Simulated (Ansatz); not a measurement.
Nb3Sn (A15 (Cr3Si type), Pm-3n) at seven volumes, PBE (plane waves, PAW; program Ansatz), scaled uniformly. One row is withheld.

```
V (Å³/atom)  P (GPa)
-----------  -------
17.118         18.63
17.683         11.43
18.247             ?
18.811          0.00
19.376         -4.51
19.940         -8.36
20.504        -11.65
```

**Question.** Fit the shown pressures and predict the withheld one.

**Answer.** P = (3/2)B₀(x^(7/2) − x^(5/2))[1 + (3/4)(B′ − 4)(x − 1)] with x = (V₀/V)^(2/3). Least squares on the six rows gives V₀ = 18.811 Å³/atom, B₀ = 162 GPa, B′ = 4.20. At V = 18.247, x = 1.0205 and P = 5.26 GPa. The run itself gave 5.27 GPa.

The cell was relaxed with PBE under the symmetry of its start. The run is not spin-polarised. Scalar-relativistic: spin–orbit coupling is off unless named, which matters more the heavier the elements.

Potentials: the later of the program's two PAW sets.
